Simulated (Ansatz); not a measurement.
A scan (energy over volume and axial ratio; atoms clamped) gave these values. Level of theory: r2SCAN (plane waves to 500 eV, PAW, scalar-relativistic; Ansatz, a first-principles code).

The shear modulus C′ = (C11 − C12)/2 (fit, atoms clamped) comes out as 53 GPa.

**Question.** Of these crystals, all scanned alike, which one is it?
A) C (diamond)
B) LaBi (rock salt)
C) NiO (rock salt)

**Answer.** B, LaBi (rock salt). The others have, for the shear modulus C′ = (C11 − C12)/2: NiO 127 GPa, C 496 GPa

All were relaxed with their symmetry unable to fall. LaBi is run without spin polarisation. NiO is run spin-polarised and with no Hubbard U; the real compound is an antiferromagnetic insulator, a state that this run doesn't describe. Relaxed NiO ends ferromagnetic. Spin-orbit coupling is left out. The magnetic order is the one the run started from; other orders were not tried. (This holds for the magnetic or f-shell members.) With partly filled bands, the response to shear is sensitive to the k mesh, so small differences along c/a are uncertain.

(Under strain, the slope of the energy per volume gives the stress and its curvature an elastic modulus.)
